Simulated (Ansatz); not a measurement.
This is a single-point calculation with Ansatz 0.2.0 on PbO2 in the rutile structure; the level of theory is HSE06. The cell was relaxed with r2SCAN and then strained (uniaxial -2.0 % along z, other directions held), with the atoms relaxed again with r2SCAN; k points keep the names of the unstrained zone.

input.yaml:
```yaml
crystal:
  lattice:
    - [4.9838460811, 0.0, 0.0]
    - [0.0, 4.9838460811, 0.0]
    - [0.0, 0.0, 3.339469857]
  atoms:
    - { symbol: Pb, position: [0.0, 0.0, 0.0] }
    - { symbol: Pb, position: [0.5, 0.5, 0.5] }
    - { symbol: O, position: [0.3065771185, 0.3065771185, 0.0] }
    - { symbol: O, position: [0.1934228815, 0.8065771185, 0.5] }
    - { symbol: O, position: [0.8065771185, 0.1934228815, 0.5] }
    - { symbol: O, position: [0.6934228815, 0.6934228815, 0.0] }
kpoints:
  mp_grid: { grid: [4, 4, 4] }
  band_path:
    path:
      - [0.0, 0.0, 0.0]
      - [0.0, 0.5, 0.0]
      - [0.5, 0.5, 0.0]
      - [0.0, 0.0, 0.5]
      - [0.0, 0.5, 0.5]
      - [0.5, 0.5, 0.5]
      - [0.0, 0.0, 0.083333]
      - [-0.09375, -0.09375, -0.009033]
    npoints: 1
hamiltonian:
  xc: hse06
scf:
  occupations: { method: fermi_dirac, width: 0.02 }
  n_extra_bands: 5
output:
  forces: true
  stress: true
  eigenvalues: true
  write_density: true
  write_potential: true
  elf: true
  volumetric_format: npy
```

Question: It ran on 1 × NVIDIA H100 80GB HBM3 with 2 threads of AMD EPYC 7R13 Processor (Zen 3) (shared host). About how long did it take, and how much host memory at the peak?

Answer: About 39 s, with a peak of 2.2 GiB.

What the program printed (shortened):
```
scf.n_extra_bands = 5 over 26 filled bands (N_el = 52.0): the run solves 31 bands
Functional definition: HSE06
Crystal: 6 atoms, lattice volume = 82.948 Å³
Basis set: ecut = 420 eV, 1607 PW (Γ)
Symmetry: 16 space group operations
Space group: P42/mnm (ITA 136)
k-points: 18 of 64
Exchange kernel: α = 0.2500, screened, ω = 0.2079 Å⁻¹, Wigner–Seitz truncation, v(0) = 1032.4234 eV·Å³, q-mesh 4×4×4
hybrid outer 1: dexx = +3.838e-2 eV, tail = 6.32e-5 eV
hybrid outer 2: dexx = +7.915e-7 eV, tail = 1.32e-8 eV, Δε = 2.76e-3 eV, ΔF = 1.01e-3 eV/Å
hybrid SCF converged: 2 outer / 11 inner (+5 warm-up)
Free energy (F): -26083.262961 eV
Fermi energy:    7.277750 eV
--- Per-component energies (eV) ---
  E_band       = -165.985802
  E_kinetic    = 1287.291862
  E_local      = -3402.933957
  E_nonlocal   = 901.187436
  E_hartree    = 1319.489438
  E_xc         = -578.687411
  E_vxc        = -500.646110
  E_exx        = -140.394562
  E_paw        = -21489.137905
  E_vpaw       = -809.084266
  E_ewald      = -3980.642684
  E_core_change = 0.555184
  E_smearing   = -0.000003
--- Forces (eV/Å), atoms counted from 1 ---
  atom   1  Pb      0.00000      0.00000      0.00000
  atom   2  Pb      0.00000      0.00000      0.00000
  atom   3  O       0.07281      0.07281      0.00000
  atom   4  O     -0.07281      0.07281      0.00000
  atom   5  O       0.07281    -0.07281      0.00000
  atom   6  O     -0.07281    -0.07281      0.00000
--- Stress (GPa, compression-positive) ---
        0.142768       0.000000       0.000000
        0.000000       0.142768       0.000000
        0.000000       0.000000       1.376295
  P = ⅓ Tr σ = 0.5539 GPa (5.539 kbar)
```

Levels at the listed points, from bands.tsv (eV from the Fermi energy, bands near the gap, counted from 0):
```tsv
# k_distance	band_21	band_22	band_23	band_24	band_25	band_26	band_27	band_28	band_29
# fermi_ev = 7.277783
# [0, 0, 0] at k_distance = 0.000000
# [0, 0.5, 0] at k_distance = 0.630355
# [0.5, 0.5, 0] at k_distance = 1.260710
# [0, 0, 0.5] at k_distance = 2.556742
# [0, 0.5, 0.5] at k_distance = 3.187097
# [0.5, 0.5, 0.5] at k_distance = 3.817452
# [0, 0, 0.083333] at k_distance = 5.004583
# [-0.09375, -0.09375, -0.009033] at k_distance = 5.245706
# levels_relative_to = fermi_ev
0.000	-0.900	-0.900	-0.572	-0.572	-0.297	0.163	6.197	7.519	7.519
0.630	-1.645	-0.658	-0.658	-0.609	-0.609	3.886	3.886	8.196	8.196
1.261	-1.901	-0.953	-0.953	-0.627	-0.627	4.464	4.464	8.453	8.453
2.557	-2.098	-1.614	-1.614	-1.247	-1.247	5.480	5.480	10.648	10.648
3.187	-1.475	-1.238	-1.238	-0.191	-0.191	5.807	5.807	8.951	8.951
3.817	-1.964	-1.038	-1.038	-1.004	-1.004	4.352	4.352	10.010	10.010
5.005	-1.051	-1.051	-0.662	-0.662	-0.347	0.798	6.267	7.810	7.810
5.246	-0.906	-0.812	-0.583	-0.579	-0.366	0.697	6.009	7.617	7.632
```
In order the rows are Γ, X, M, Z, R, A, Γ–Z (0.17), (-0.094, -0.094, -0.009).

Planar averages along the third cell vector, from rho_z.tsv and v_z.tsv (valence density with its augmentation; electrostatic potential energy of an electron, of which only differences have a meaning):
```tsv
z (Å)	ρ (e/Å³)	v_es (eV)
0.00	1.021	2.33
0.28	0.795	3.49
0.42	0.598	4.75
0.70	0.325	7.65
0.83	0.290	8.02
1.11	0.430	6.34
1.25	0.598	4.75
1.53	0.958	2.63
1.67	1.021	2.33
1.95	0.795	3.49
2.09	0.598	4.75
2.37	0.325	7.65
2.50	0.290	8.02
2.78	0.430	6.34
2.92	0.598	4.75
3.20	0.958	2.63
```

With HSE06 the valence top lies at R and the conduction bottom at Γ, 0.35 eV higher; the smallest vertical gap, at Γ, is 0.46 eV. The mean pressure at these positions is +0.6 GPa, compression counted positive. The stress of a hybrid is loosely converged here. The largest force is 0.10 eV/Å.

(Simulation; spin polarisation is off.)

Spin-orbit coupling is left out; in compounds of Pb, Bi, Tl or Hg it can lower a gap by up to about 1 eV, split its edges or invert the bands.

The meshes of the hybrids are coarse, so their gaps aren't converged to the digits shown.
